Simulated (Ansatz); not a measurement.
Al2Cu (Al2Cu type, space group I4/mcm)

Space group I4/mcm (No. 140); a = b = 6.0594 Å, c = 4.8739 Å, α = β = γ = 90.00°

| atom | site | symmetry | x | y | z |
|---|---|---|---|---|---|
| Al | 8h | m.2m | 0.1583 | 0.3417 | 0.0000 |
| Cu | 4a | 422 | 0.0000 | 0.0000 | 0.2500 |
(The calculation used a cell of 6 atoms; values per cell refer to that cell.)

Equation-of-state scan: isotropic scaling of the cell above, V₀ being its volume. The atoms relax within the cell's symmetry.

The numbers are results of PBE (plane waves to 420 eV, PAW, scalar-relativistic; Ansatz, a program for electronic structure), not measurements. k mesh 12×12×12 (Γ-centred), Fermi-Dirac smearing 0.05 eV. E stands for the smeared free energy. Stress and pressure are positive under compression. With the shape held, the modulus is that of even scaling; a crystal free to change shape is softer. Al2Cu is run without spin polarisation. Al2Cu was relaxed with its symmetry unable to fall. The PAW data are Ansatz's earlier set. ΔE is measured from the relaxed starting cell.

| V (Å³/cell) | ΔE (meV/atom) | P (GPa) |
|---|---|---|
| 75.16 | 163 | 25.7 |
| 77.55 | 107 | 19.7 |
| 79.93 | 65 | 14.5 |
| 82.32 | 35 | 10.0 |
| 84.71 | 15 | 6.2 |
| 87.09 | 3 | 2.9 |
| 89.48 | 0 | 0.0 |
| 91.86 | 3 | -2.5 |
| 94.25 | 12 | -4.6 |
| 96.64 | 26 | -6.4 |
| 99.02 | 44 | -8.0 |
| 101.41 | 65 | -9.4 |
| 103.79 | 90 | -10.5 |

Read from the data:

The pressure at the smallest volume is 25.7 GPa, the energy cost of the largest compression is 163 meV/atom and the energy cost of the largest expansion comes out as 90 meV/atom. The bulk modulus at fixed cell shape B₀ (third-order Birch-Murnaghan fit) is 99.3 GPa. The pressure derivative B₀′ (fit) comes out as 4.5 and the equilibrium volume of the fit is 14.91 Å³/atom. The pressure for 5 % compression (fit) comes out as 5.7 GPa.

(Under strain, the slope of the energy per volume gives the stress and its curvature an elastic modulus.)
